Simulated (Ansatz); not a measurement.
Relaxed SnTe (rock salt):

```
CELL_PARAMETERS angstrom
      0.00000     6.40926     6.40926
      3.20463     0.00000     3.20463
      3.20463     3.20463     0.00000
ATOMIC_POSITIONS crystal
  Te 0.00000 0.00000 0.00000
  Te 0.50000 0.00000 0.00000
  Sn 0.25000 0.50000 0.50000
  Sn 0.75000 0.50000 0.50000
```

The atoms are displaced by Q × the pattern below (from a DFPT mode at L = (0.5, 0.0, 0.0), largest move 1; Q in Å), at fixed cell. (q is in reciprocal vectors of the primitive cell; the cell shown is doubled to hold the pattern.)

| atom | x | y | z |
|---|---|---|---|
| Te1 | 0.577 | -0.577 | -0.577 |
| Te2 | -0.577 | 0.577 | 0.577 |

Atoms not listed stay in place.

The numbers are results of PBE (plane waves to 420 eV, PAW, scalar-relativistic; Ansatz, a program for electronic structure), not measurements. k mesh 13×13×13 (Γ-centred), Fermi-Dirac smearing 0.05 eV. The energy includes the smearing's −TS. SnTe was relaxed with its symmetry unable to fall. Spin-orbit coupling is left out, though Te is heavy. The PAW data are Ansatz's earlier set. ΔE is measured from the undisplaced structure.

```
Q (Å)   ΔE (meV/cell)
------  -------------
-0.100           48.6
-0.067           21.6
-0.033            5.4
0.000             0.0
0.033             5.4
0.067            21.6
0.100            48.6
```

Q: Which DFPT wavenumber at L = (0.5, 0.0, 0.0) belongs to this mode?
A) 102 cm⁻¹
B) 117 cm⁻¹
C) 71 cm⁻¹

A: A, 102 cm⁻¹. The curvature of the scan gives 102 cm⁻¹

(A displaced cell: forces are minus the slopes of the energy, force constants its curvatures, and phonons follow from these.)
